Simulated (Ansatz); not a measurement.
Ti:
```
CELL_PARAMETERS angstrom
      2.93934     0.00000     0.00000
     -1.46967     2.54554     0.00000
      0.00000     0.00000     4.64815
ATOMIC_POSITIONS crystal
  Ti 0.33333 0.66667 0.75000
  Ti 0.66667 0.33333 0.25000
```

Relaxed with PBE.

Which orbitals make up the states near the Fermi level in PBE (plane waves, PAW; program Ansatz)?

Within 0.5 eV of the Fermi level: Ti 3d 91 %. Projections are on Löwdin-orthogonalised atomic valence shells; empty p or d shells of many metals are not among them.

Tabulate the density of states.

States/eV per cell of 2 atoms, in 0.25 eV bins, energy from the Fermi level.

```csv
E (eV),total,Ti 3d,Ti 4s,Ti 3p
-6.35,0.00,0.00,0.00,0.00
-6.10,0.04,0.00,0.03,0.00
-5.85,0.10,0.00,0.09,0.00
-5.60,0.14,0.00,0.12,0.00
-5.35,0.18,0.00,0.15,0.00
-5.10,0.22,0.00,0.18,0.00
-4.85,0.25,0.01,0.21,0.01
-4.60,0.30,0.01,0.25,0.01
-4.35,0.33,0.02,0.28,0.01
-4.10,0.37,0.03,0.30,0.01
-3.85,0.43,0.05,0.35,0.01
-3.60,0.51,0.09,0.39,0.01
-3.35,0.60,0.14,0.43,0.01
-3.10,0.75,0.23,0.48,0.01
-2.85,1.05,0.46,0.55,0.02
-2.60,1.82,1.13,0.64,0.02
-2.35,1.88,1.29,0.54,0.02
-2.10,2.23,1.72,0.45,0.02
-1.85,2.57,2.17,0.32,0.02
-1.60,2.83,2.54,0.19,0.02
-1.35,2.16,1.95,0.10,0.02
-1.10,2.70,2.43,0.13,0.02
-0.85,3.68,3.24,0.19,0.02
-0.60,3.80,3.37,0.17,0.02
-0.35,1.55,1.41,0.06,0.01
-0.10,1.63,1.46,0.05,0.01
0.15,3.47,3.18,0.11,0.01
0.40,4.37,4.02,0.14,0.01
0.65,4.24,3.83,0.16,0.01
0.90,5.04,4.55,0.20,0.01
1.15,4.66,4.28,0.13,0.01
1.40,2.90,2.69,0.05,0.00
1.65,2.13,2.05,0.02,0.00
1.90,2.13,2.09,0.02,0.00
2.15,2.15,2.11,0.02,0.00
2.40,2.27,2.23,0.02,0.00
2.65,2.63,2.57,0.04,0.00
```

Space group P6_3/mmc (hcp (Mg type)). The PBE relaxation kept the symmetry of its start. No spin polarisation was allowed.

Potentials: the later of the program's two PAW sets.
